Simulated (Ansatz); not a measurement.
## VRu: do energies and stresses tell the same story?

Method: DFT r2SCAN, scalar-relativistic, plane waves, PAW (Ansatz).

Cutoff 500 eV; k points 14×14×14 on the computed 2-atom cell (Γ-centred); Gaussian smearing, width 0.10 eV; collinear spin from starting moments 1.02 -0.23 μB.

Relaxed cell: Pm-3m, a = 2.996 Å, b = 2.996 Å, c = 2.996 Å, α = 90.00°, β = 90.00°, γ = 90.00°, 2 atoms in the primitive cell. Whether it is the stable form of this composition wasn't checked.

Energies at zero smearing and pressures from the stress tensor, at volumes with shape and atoms relaxed:
```csv
V (Å³/atom),E − E(first) (meV/atom),P (GPa)
11.838,0.00,42.86
12.241,-90.45,29.36
12.645,-149.62,17.87
13.048,-181.96,8.13
13.452,-191.77,-0.01
13.855,-182.91,-6.84
14.259,-158.12,-12.63
14.797,-104.71,-18.73
```

Question: Check P = −dE/dV between neighbouring volumes, and get the bulk modulus from the pressures alone.

Answer: With 1 eV/Å³ = 160.2 GPa:
```tsv
middle V (Å³/atom)	−ΔE/ΔV (GPa)	mean P (GPa)
12.039	35.911	36.114
12.443	23.492	23.616
12.847	12.837	13.000
13.250	3.895	4.062
13.654	-3.517	-3.425
14.057	-9.844	-9.734
14.528	-15.904	-15.678
```

The two differ by 0.23 GPa at most. The mean of two end pressures misses the average over a step by about ΔV² P″/12, up to 0.19 GPa here; with that taken off 0.11 GPa remains. The stress is the derivative of the free energy, not of the energy at zero smearing, and with free energies 0.03 GPa remains. The largest site moment goes from 0.66 to 1.19 μB along the series, which bends P(V). Around V = 13.452 Å³/atom, the two neighbours give B = −V ΔP/ΔV = 13.452 × 14.97 / 0.807 = 249.6 GPa, against B0 = 248.8 GPa from the Birch–Murnaghan fit of the energies.

The state reached may not be the lowest one.

Only this magnetic start was tried.

Cost: 9 runs of about 7.1 core-minutes in all, on Arm Neoverse V1 (shared hosts).